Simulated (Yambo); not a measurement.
Yambo run on RbCl (rock salt, space group Fm-3m, No. 225). The wavefunctions are PBEsol (Quantum ESPRESSO, PseudoDojo norm-conserving, 58 Ry, no spin-orbit coupling) ones on a 4×4×4 mesh (8 occupied bands); a = b = c = 4.6251 Å, α = β = γ = 60.00°.

Yambo input:

```
rim_cut
gw0
dyson
el_el_corr
HF_and_locXC
ppa
em1d
RandQpts= 1000000
RandGvec= 1 Ry
FFTGvecs= 10 Ry
EXXRLvcs= 58 Ry
VXCRLvcs= 232 Ry
Chimod= "HARTREE"
% BndsRnXp
 1 | 159 |
%
NGsBlkXp= 10 Ry
% LongDrXp
 1.0 | 1.0 | 1.0 |
%
PPAPntXp= 27.2114 eV
% GbndRnge
 1 | 159 |
%
GTermKind= "BG"
DysSolver= "n"
ExtendOut
% QPkrange
 1 | 1 | 8 | 9 |
%
```

k points by index: 1 = Γ.

Table of the .qp output:

```
#    K-point    Band    Eo [eV]    E [eV]    E-Eo [eV]    Vxc [eV]    Vnlxc [eV]    Sc|Eo [eV]    Sc|E [eV]    dSc/dw|Eo [eV]    Re(Z)    Im(Z)
#
    1    8    0.000000    -2.179509    -2.179509    -13.81417    -18.35964    1.880070    2.365965    -6.065923    0.817712    -0.001760
    1    9    4.899847    5.634235    0.734389    -6.641911    -2.914329    -2.894055    -2.993193    -3.672977    0.881072    -0.838668E-3
```
(The two width columns are left out.) Convergence of these settings isn't established.

Geometry relaxed with PBEsol.
